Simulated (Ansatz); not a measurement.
Ba: energy along a strain

Ba, Cmmm, a = 3.910 Å, b = 7.300 Å, c = 5.700 Å (as given, not relaxed at this level: -0.3 GPa). This isn't the element's structure at ambient conditions. Ansatz: LDA, PAW, 420 eV, Γ-centred 14×14×8 mesh on 1 atom, Gaussian smearing 0.15 eV; no spin polarisation. Cell vectors (Å): 1.955 -3.650 0.000; 1.955 3.650 0.000; 0.000 0.000 5.700. The cell is strained by x per cent times the pattern (0 0 0 1 0 0) in the order xx yy zz yz xz xy (engineering shears), with fractional coordinates held. y is the free energy over the start, V0 = 81.348 Å³/atom. Symmetry makes y even in x.

| x (%) | y (meV/atom) |
| --- | --- |
| -4.00 | ? |
| -2.00 | -0.19 |
| 0.00 | 0.00 |
| 0.50 | -0.01 |
| 1.00 | -0.05 |
| 1.50 | -0.11 |
| 2.50 | -0.30 |
| 3.00 | -0.43 |
| 3.50 | -0.59 |

Question: Fit y = c2 x² + c4 x⁴ to the other rows, get the stiffness along the pattern, and predict the missing energy.

Answer: Least squares on the rows shown. y = −0.04771 x² − 3.131×10⁻⁵ x⁴. The clamped-ion stiffness p·C·p = 2 × -0.4771 eV × 160.2 / 81.348 Å³ = -1.9 GPa, which is C44 in these axes (second derivative at the start, which stands under stress). At x = -4.00 the fit asked for gives -0.77 meV/atom. The run gave -0.77 meV/atom, the same to the digits shown.